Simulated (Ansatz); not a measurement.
WC:
```xyz
2
Lattice="2.8840 0.0000 0.0000 -1.4420 2.4976 0.0000 0.0000 0.0000 2.8122" Properties=species:S:1:pos:R:3 pbc="T T T"
W      0.0000     0.0000     0.0000
C      1.4420     0.8325     1.4061
```

Relaxed with LDA. Special points in fractions of this cell's reciprocal vectors: Γ (0.000, 0.000, 0.000); M (0.500, 0.000, 0.000); K (0.333, 0.333, 0.000); A (0.000, 0.000, 0.500); L (0.500, 0.000, 0.500); H (0.333, 0.333, 0.500).

Task: List the band energies nearest the Fermi level at these points for LDA (plane waves, PAW; program Ansatz).

Result: In eV from the Fermi level; about four levels below and three above (degenerate sets whole), none deeper than 8.9 eV; … stands for higher levels left out; points with the same levels are listed once.

```json
[
 {"k": "Γ", "below": "-4.43 -3.43 -3.43", "above": "0.14 3.32 3.32"},
 {"k": "M", "below": "-7.06 -3.71 -3.66 -0.43", "above": "2.40 4.66 5.03"},
 {"k": "K", "below": "-6.66 -4.59 -3.53", "above": "0.61 1.00 2.09"},
 {"k": "A", "below": "-2.07 -2.07 -0.62 -0.62", "above": "3.78 …"},
 {"k": "L", "below": "-6.57 -4.44 -4.14", "above": "0.41 4.57 5.50"},
 {"k": "H", "below": "-7.40 -5.44 -1.52 -0.63", "above": "4.55 6.71 7.83"}
]
```

Space group P-6m2. The LDA relaxation kept the symmetry of its start. No spin polarisation was allowed. Scalar-relativistic: spin–orbit coupling is off unless named, which matters more the heavier the elements.

Potentials: the earlier of the program's two PAW sets. The files were generated under PBE; for other functionals the program regenerates the frozen cores, and for LDA and PBEsol the local potential too.
